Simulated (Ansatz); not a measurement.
InNi$_{3}$N:
```
CELL_PARAMETERS angstrom
      3.83820     0.00000     0.00000
      0.00000     3.83820     0.00000
      0.00000     0.00000     3.83820
ATOMIC_POSITIONS crystal
  In 0.00000 0.00000 0.00000
  Ni 0.50000 0.50000 0.00000
  Ni 0.00000 0.50000 0.50000
  Ni 0.50000 0.00000 0.50000
  N  0.50000 0.50000 0.50000
```

Relaxed with r²SCAN. Special points in fractions of this cell's reciprocal vectors: Γ (0.000, 0.000, 0.000); X (0.000, 0.500, 0.000); M (0.500, 0.500, 0.000); R (0.500, 0.500, 0.500).

Q: List the band energies nearest the Fermi level at these points for r²SCAN (plane waves, PAW; program Ansatz).

A: In eV from the Fermi level; about four levels below and three above (degenerate sets whole), none deeper than 8.9 eV; points with the same levels are listed once.

```
k                          below                above
-  -----------------------------  -------------------
Γ        -0.96 -0.96 -0.96 -0.73  1.12 2.61 2.61 2.61
X        -1.25 -0.96 -0.80 -0.80  1.33 1.75 4.13 4.13
M        -0.87 -0.53 -0.53 -0.12       3.43 3.54 3.54
R  -1.27 -1.27 -0.93 -0.93 -0.93       0.69 0.69 0.69
```

Space group Pm-3m (anti-perovskite). The first step of the workflow began from a Materials Project structure, measured or hypothetical; the Crystallography Open Database copy checked does not list it. Whether it is the stable phase at ambient conditions was not checked. Symmetry was held in the r²SCAN relaxation; its stability against distortions is not shown here. The run is not spin-polarised. Spin–orbit coupling is left out wherever it is not named.

Potentials: the earlier of the program's two PAW sets.
